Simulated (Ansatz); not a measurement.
# Al3GaN4: random displacements

Computed with Ansatz 0.2.0, DFT PBEsol, scalar-relativistic, plane waves, PAW. Cutoff 420 eV, Γ-centred 6×8×4 k-points, Gaussian smearing of 0.05 eV. No spin polarisation. Energies are free energies at this smearing, counted from the undisturbed cell; pressure is positive in compression.

Reference structure (relaxed at this level; it needn't be the usual structure):

```
Al Ga N
1.0
     5.04341    0.00000    0.00011
     0.00000    3.13007    0.00000
    -0.00324    0.00000    5.41799
Al Ga N
3 1 4
Direct
  0.50023 0.50000 0.16733
  0.00092 0.50000 0.83481
  0.00109 0.00000 0.33169
  0.49942 0.00000 0.66620
  0.11117 0.00000 0.66633
  0.12245 0.50000 0.16716
  0.62512 0.50000 0.84019
  0.62319 0.00000 0.32629
```

After a displacement of all atoms with no net shift and a strain of the cell, the run gives ΔE = 154.0 meV/atom; stress (xx, yy, zz, yz, xz, xy; compression positive) (12.95, 40.21, 8.90, -10.93, 10.94, -2.98) GPa; gap on the mesh 3.69 eV.

```csv
atom,Fx (eV/Å),Fy,Fz
Al1,0.524,1.138,-0.798
Al2,-0.701,-0.176,-0.002
Al3,-0.736,-1.699,0.243
Ga4,-0.872,1.136,-2.729
N5,-0.299,0.201,0.014
N6,0.069,1.681,-0.439
N7,1.909,-1.081,3.164
N8,0.106,-1.200,0.548
```

Question: Which displacements (Å, in the unstrained cell) and strain were applied?

Answer:
```csv
atom,ux,uy,uz
Al1,-0.03,-0.01,-0.01
Al2,0.01,0.00,0.00
Al3,0.02,0.06,0.02
Ga4,0.00,0.00,0.03
N5,0.02,0.02,-0.01
N6,0.01,-0.02,-0.01
N7,-0.05,-0.03,-0.05
N8,0.02,-0.02,0.03
```
Strain (Voigt, engineering shear): (-0.0121, -0.0645, 0.0044, 0.0524, -0.0753, 0.0335).

Cost: 1 run of about 0.1 core-minutes, on AMD EPYC 9R45 (Zen 5) (shared hosts).